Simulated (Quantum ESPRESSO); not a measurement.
GaSi6N (made-up cell) (calculated)

Computed with Quantum ESPRESSO 7.5. Calculation on a made-up crystal cell, not a measurement: periodic Kohn-Sham density functional theory in plane waves with PseudoDojo standard norm-conserving scalar-relativistic pseudopotentials, each functional with its own files (v0.5 for PBE, v0.4.1 for LDA and PBEsol), no spin polarisation, no spin-orbit coupling, atoms not relaxed, stress positive in tension, energies less a fixed whole-eV offset for each atom's element; levels are Kohn-Sham levels at fractions of this cell's reciprocal vectors, counted from the reference band (half the neutral cell's valence electrons, rounded up) at Gamma; error bars cover cutoff and k-mesh only, not smearing or the files; added strain carries the atoms with the cell, and shear is the tensor component; each bar is the largest change over components, and at least 0.002 eV, 0.002 eV per angstrom or 0.02 GPa; energies are for the whole cell, and the offsets were chosen from early runs and are not element reference energies.

Settings shared by all entries: lattice type zincblende/diamond; functional pbe; cutoff 1143 eV; fermi dirac smearing 0.1 eV; scf tolerance 1e-07 eV; electrons removed 0; added strain kind uniform; k mesh 6 x 6 x 6, shifted by half a step.

(1) GaSi6N (made-up cell)

Unstrained structure:
```
GaSi6N
1.0
      5.4305     0.0009    -0.0170
      0.0009     5.5080     0.0281
     -0.0170     0.0281     5.4387
Si Ga Si N
5 1 1 1
Direct
  0.00827 -0.00111 0.00746
  0.00607 0.51196 0.48427
  0.47857 -0.01254 0.49177
  0.51035 0.52058 0.00005
  0.22197 0.22320 0.26019
  0.25149 0.73233 0.75097
  0.75712 0.22697 0.75058
  0.75689 0.74844 0.25240
```

Here we set added strain 0.0187 and structure shown before the added strain of 0.0187.

It finds free energy less offsets 3.145 eV; smearing term minus ts -0.07931 eV; scf iterations 11; pressure -7.763 GPa; stress xx 7.991 GPa; stress yy 8.031 GPa; stress zz 7.268 GPa; stress yz 0.1398 GPa; stress xz -2.193 GPa; stress xy 0.5555 GPa; fermi level -0.1691 eV; reference band 21; error bar energy 0.00315 eV; error bar stress 0.0292 GPa; error bar force 0.007676 eV/Å; error bar next band up 0.002 eV; error bar fermi level 0.01351 eV; error bars from tighter rerun of a related cell.

Atoms:
```csv
atoms element,atom site,atom energy offset (eV)
Si,1,-115
Si,2,-115
Si,3,-115
Si,4,-115
Si,5,-115
Ga,6,-2080
Si,7,-115
N,8,-283
```

Forces:
```csv
site,x (eV/Å),y (eV/Å),z (eV/Å)
1,-1.502,-1.852,-0.3446
2,-1.946,-0.1013,-0.4755
3,1.99,-0.3761,0.06247
4,1.485,-1.146,1.508
5,1.289,1.956,-0.1877
6,-0.4977,0.7904,0.1017
7,-0.673,1.163,-0.3887
8,-0.1457,-0.4341,-0.2757
```

Levels:
```csv
level k point,next band up (eV)
Gamma,0.271
"(1/2,1/2,1/2)",-0.1226
"(0.15,0,0)",0.006523
"(0,0.15,0)",0.01523
"(0,0,0.15)",0.03006
```

(2) GaSi6N (made-up cell)

The structure is that of entry 1.

Settings of this run: added strain 0.0229 and structure shown before the added strain of 0.0229.

Atoms:
```csv
atoms element,atom site,atom energy offset (eV)
Si,1,-115
Si,2,-115
Si,3,-115
Si,4,-115
Si,5,-115
Ga,6,-2080
Si,7,-115
N,8,-283
```

To be estimated
1. What pressure does the calculation give for GaSi6N (made-up cell) (entry 2)?
2. Estimate the stress zz of GaSi6N (made-up cell) (entry 2).

Calculated values
1. -8.303 GPa
2. 7.83 GPa

Further results for GaSi6N (made-up cell) (entry 2):

```
free energy less offsets : 3.252 eV
smearing term minus ts   : -0.08016 eV
scf iterations           : 10
stress xx                : 8.515 GPa
stress yy                : 8.563 GPa
stress yz                : 0.1573 GPa
stress xz                : -1.998 GPa
stress xy                : 0.5023 GPa
fermi level              : -0.1686 eV
reference band           : 21
error bar energy         : 0.00315 eV
error bar stress         : 0.0292 GPa
error bar force          : 0.007676 eV/Å
error bar next band up   : 0.002 eV
error bar fermi level    : 0.01351 eV
error bars from          : tighter rerun of a related cell
```

Forces:
```csv
site,x (eV/Å),y (eV/Å),z (eV/Å)
1,-1.457,-1.779,-0.3352
2,-1.891,-0.1197,-0.459
3,1.925,-0.3507,0.07091
4,1.444,-1.123,1.455
5,1.249,1.893,-0.1833
6,-0.4773,0.776,0.09534
7,-0.6523,1.137,-0.37
8,-0.1404,-0.4339,-0.2742
```

Levels:
```csv
level k point,next band up (eV)
Gamma,0.269
"(1/2,1/2,1/2)",-0.1241
"(0.15,0,0)",0.01059
"(0,0.15,0)",0.01896
"(0,0,0.15)",0.03412
```
